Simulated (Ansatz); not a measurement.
GaAs in space group P4/mmm (No. 123; Ga on 1b, As on 1a) at seven volumes, the program Ansatz at the r²SCAN level (PAW), shape and atoms relaxed at each. One row is withheld.

| V (Å³/atom) | P (GPa) |
|---|---|
| 17.810 | 8.40 |
| 18.398 | 5.11 |
| 18.985 | 2.35 |
| 19.572 | 0.00 |
| 20.159 | ? |
| 20.746 | -3.66 |
| 21.333 | -5.10 |

Q: Fit the shown pressures and predict the withheld one.

A: P = (3/2)B₀(x^(7/2) − x^(5/2))[1 + (3/4)(B′ − 4)(x − 1)] with x = (V₀/V)^(2/3). Least squares on the six rows gives V₀ = 19.573 Å³/atom, B₀ = 71.8 GPa, B′ = 4.52. At V = 20.159, x = 0.9805 and P = -1.98 GPa. The run itself gave -1.98 GPa.

The workflow started from a Materials Project entry (that database holds measured and hypothetical structures alike); the Crystallography Open Database copy checked does not list it. It is not the phase usual at ambient conditions (space group No. 216). Symmetry was held in the r²SCAN relaxation; of distortions, only those at the zone centre were tested.

Potentials: the later of the program's two PAW sets.
